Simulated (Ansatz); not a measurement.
GePt3:
```yaml
crystal:
  lattice:
    - [0.00000, 3.16386, 3.16386]
    - [3.16386, 0.00000, 3.16386]
    - [3.16386, 3.16386, 0.00000]
  atoms:
    - { symbol: Ge, position: [0.00000, 0.00000, 0.00000] }
    - { symbol: Pt, position: [0.50000, 0.50000, 0.50000] }
    - { symbol: Pt, position: [0.25000, 0.25000, 0.25000] }
    - { symbol: Pt, position: [0.75000, 0.75000, 0.75000] }
```

Relaxed with PBE. Special points in fractions of this cell's reciprocal vectors: Γ (0.000, 0.000, 0.000); X (0.500, 0.000, 0.500); U (0.625, 0.250, 0.625); K (0.375, 0.375, 0.750); L (0.500, 0.500, 0.500); W (0.500, 0.250, 0.750).

Task: List the band energies nearest the Fermi level at these points for plane-wave PAW PBE (Ansatz code).

Result: In eV from the Fermi level; about four levels below and three above (degenerate sets whole), none deeper than 8.9 eV; points with the same levels are listed once.

| k | below | above |
|---|---|---|
| Γ | -0.95 -0.95 -0.84 -0.84 | 3.25 3.25 3.25 |
| X | -0.90 -0.50 -0.50 -0.49 | 2.62 3.75 7.77 |
| U | -1.08 -0.62 -0.47 -0.20 | 0.23 2.84 5.90 |
| L | -1.16 -1.16 -1.01 -1.01 -0.55 | 0.87 3.76 3.76 |
| W | -1.24 -1.24 -0.44 -0.44 -0.05 | 4.83 6.10 6.28 6.28 |

Space group Fm-3m. A made-up cell: these elements were put on the sites of a structure type; neither database checked (COD, Materials Project) lists it. Its standing as an ambient phase is unchecked. Symmetry was held in the PBE relaxation; whether a distortion lowers the energy is not shown. No spin polarisation was allowed. Scalar-relativistic: spin–orbit coupling is off unless named, which matters more the heavier the elements.

Potentials: the later of the program's two PAW sets.
